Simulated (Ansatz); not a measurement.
Values for one crystal, relaxed and computed with r²SCAN (plane waves, PAW; program Ansatz); other levels are named.

Volume per atom: 35.97 Å³
Band gap: 0.95 eV (indirect)
Electron effective mass: 0.36, 0.36, 1.7 mₑ (principal values)
Bulk modulus (Birch–Murnaghan fit): 38.4 GPa
Pressure derivative B′: 4.1
Valence-band maximum: at W
Hole effective mass: 0.62, 0.62, 0.73 mₑ (principal values)

Which of these materials gives this?
A) CdS, wurtzite
B) BeS, wurtzite
C) PbS, zinc blende
D) LaSF, P4/nmm (La on 2c, S on 2c, F on 2a)

C, PbS, zinc blende

Space group F-43m (zinc blende). The start of the workflow was typed in or built on a structure type; neither database checked (COD, Materials Project) lists it. It is not the phase usual at ambient conditions (space group No. 225). Symmetry was held in the r²SCAN relaxation. At this level the phase is mechanically unstable. Scalar-relativistic: spin–orbit coupling is off unless named, which matters more the heavier the elements.

Potentials: the earlier of the program's two PAW sets.
